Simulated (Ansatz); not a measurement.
Method: Ansatz, DFT PBE, scalar-relativistic, plane waves, PAW. Settings: cutoff 420 eV, Γ-centred meshes spaced at most about 0.3 Å⁻¹, and about 0.25 Å⁻¹ or finer for metals (2π included), Gaussian smearing. No spin polarisation in the final relaxations.

Temperature and zero-point effects are left out.

Compare these two cells of K4CuPb, each relaxed at this level.

A. Space group P6/mmm (No. 191), hexagonal, a = 6.100 Å, c = 7.185 Å. Around K lie 5 K at 3.50–3.68 Å, 3 Pb at 3.93 Å and 3 Cu at 3.97 Å; Cu has 2 Pb at 3.59 Å and 12 K at 3.97 Å; Pb is surrounded by 2 Cu at 3.59 Å and 12 K at 3.93 Å.

B. Space group P-43m (No. 215), cubic, a = 7.543 Å. Around K lie 1 Cu at 3.13 Å and 1 Pb at 3.41 Å; Cu is surrounded by 4 K at 3.13 Å; around Pb lie 4 K at 3.41 Å.

Task: Which is lower in energy, and by how much?

Result: A is lower, by 163 meV/atom. A has space group P6/mmm (No. 191), 38.6 Å³/atom and no gap on its mesh; B has space group P-43m (No. 215), 71.5 Å³/atom and no gap. Counting all near atoms (those within 1.25 times the shortest distance at each site; a plus sign parts nearer from farther groups), A has K 11, Cu 2+12, Pb 14 and B has K 2, Cu 4, Pb 4. The denser one is the lower, and pressure would at first widen the difference. Even the lower one lies +0.22 eV/atom against the reference forms of the elements (uncorrected), so neither is stable at this level. Both come from invented guesses.

Spin–orbit coupling, which can matter for Pb, is left out. A magnetic state wasn't ruled out in cells without spin, among them P-43m. Cells relaxed within their symmetry can be saddle points.
